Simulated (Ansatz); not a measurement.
Given:

Rb$_{2}$P$_{2}$Pd:
```
Rb2P2Pd
1.0
    3.30015    -7.26475     0.00000
    3.30015     7.26475     0.00000
    0.00000     0.00000     6.04097
Rb P Pd
4 4 2
Direct
  0.78827   0.21173   0.25000
  0.21173   0.78827   0.75000
  0.41983   0.58017   0.25000
  0.58017   0.41983   0.75000
  0.94163   0.73010   0.25000
  0.05837   0.26990   0.75000
  0.73010   0.94163   0.75000
  0.26990   0.05837   0.25000
  0.00000   0.00000   0.00000
  0.00000   0.00000   0.50000
```

This is the r²SCAN-relaxed structure. Tensor components refer to the Cartesian frame of this cell.

All from r²SCAN in the plane-wave PAW code Ansatz, unless another level is named. Estimate the conduction-band minimum.

off the standard path, at k = (0.286, 0.286, 0.302).

Predict the weight of the conduction-edge state by species (Voronoi cells).

P 62 %, Rb 26 %, Pd 12 %.

Predict the weight of the valence-edge state by species (Voronoi cells).

Pd 77 %, P 19 %, Rb 4 %.

Space group Cmcm. The workflow started from a Materials Project entry (that database holds measured and hypothetical structures alike); the Crystallography Open Database copy checked does not list it. Whether it is the stable phase at ambient conditions was not checked. The r²SCAN relaxation kept the symmetry of its start; its stability against distortions is not shown here. No spin polarisation was allowed. Scalar-relativistic: spin–orbit coupling is off unless named, which matters more the heavier the elements.

Potentials: the later of the program's two PAW sets.
